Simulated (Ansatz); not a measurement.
CuPd in space group Cmmm (No. 65; Cu on 2a, Pd on 2c) under volume change, DFT-LDA in the program Ansatz with PAW potentials, shape and atoms relaxed at each volume.

```csv
V (Å³/atom),E − E(relaxed) (meV/atom),P (GPa)
11.668,78.4,23.92
12.053,32.6,14.47
12.438,7.7,6.58
12.822,0.0,0.00
13.207,6.8,-5.48
13.592,25.6,-10.02
13.976,54.3,-13.78
```

Question: What does a third-order Birch–Murnaghan fit give for V₀, B₀ and B′?

Answer: V₀ = 12.82 Å³/atom, B₀ = 199 GPa, B′ = 5.1.

The workflow started from a Materials Project entry (that database holds measured and hypothetical structures alike); the Crystallography Open Database copy checked does not list it. COD files the formula under space group No. 221. With Cu and Pd taken as one species the cell has the higher symmetry I4/mmm, so it may be an ordered model of a mixed-site phase. Whether it is the stable phase at ambient conditions was not checked. Symmetry was held in the LDA relaxation. At this level the phase is dynamically unstable (imaginary phonons). The run is not spin-polarised.

Potentials: the later of the program's two PAW sets.
